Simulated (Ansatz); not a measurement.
ScPd3N:
```cif
data_NPd3Sc
_chemical_formula_sum 'Sc1 Pd3 N1'
_space_group_name_H-M_alt 'P 1'
_space_group_IT_number 1
_cell_length_a 4.17739
_cell_length_b 4.17739
_cell_length_c 4.17739
_cell_angle_alpha 90.000
_cell_angle_beta 90.000
_cell_angle_gamma 90.000
loop_
_space_group_symop_operation_xyz
  'x, y, z'
loop_
_atom_site_label
_atom_site_type_symbol
_atom_site_fract_x
_atom_site_fract_y
_atom_site_fract_z
_atom_site_occupancy
Sc1 Sc 0.00000 0.00000 0.00000 1
Pd1 Pd 0.00000 0.50000 0.50000 1
Pd2 Pd 0.50000 0.00000 0.50000 1
Pd3 Pd 0.50000 0.50000 0.00000 1
N1 N 0.50000 0.50000 0.50000 1
```

Relaxed with r²SCAN.

### Question
Tabulate the valence density and the electron localisation function along the shortest Sc–Pd contact (2.95 Å), plane-wave PAW r²SCAN (Ansatz code).

### Answer


```csv
distance from Sc (Å),density (e/Å³),ELF
0.30,6.77,0.38
0.44,5.31,0.67
0.59,3.28,0.76
0.74,1.57,0.69
0.89,0.63,0.39
1.03,0.28,0.12
1.18,0.17,0.07
1.33,0.16,0.12
1.48,0.18,0.24
1.62,0.24,0.29
1.77,0.35,0.28
1.92,0.59,0.30
2.07,1.19,0.39
2.22,2.81,0.48
2.36,5.86,0.51
2.51,9.43,0.47
2.66,12.15,0.36
```

The density is the valence pseudo-density with augmentation charge, so density and ELF within about 1 Å of a nucleus are not all-electron values.

Space group Pm-3m (anti-perovskite). The start of the workflow was typed in or built on a structure type; neither database checked (COD, Materials Project) lists it. Its standing as an ambient phase is unchecked. The cell was relaxed with r²SCAN under the symmetry of its start; its stability against distortions is not shown here. The run is not spin-polarised.

Potentials: the later of the program's two PAW sets.
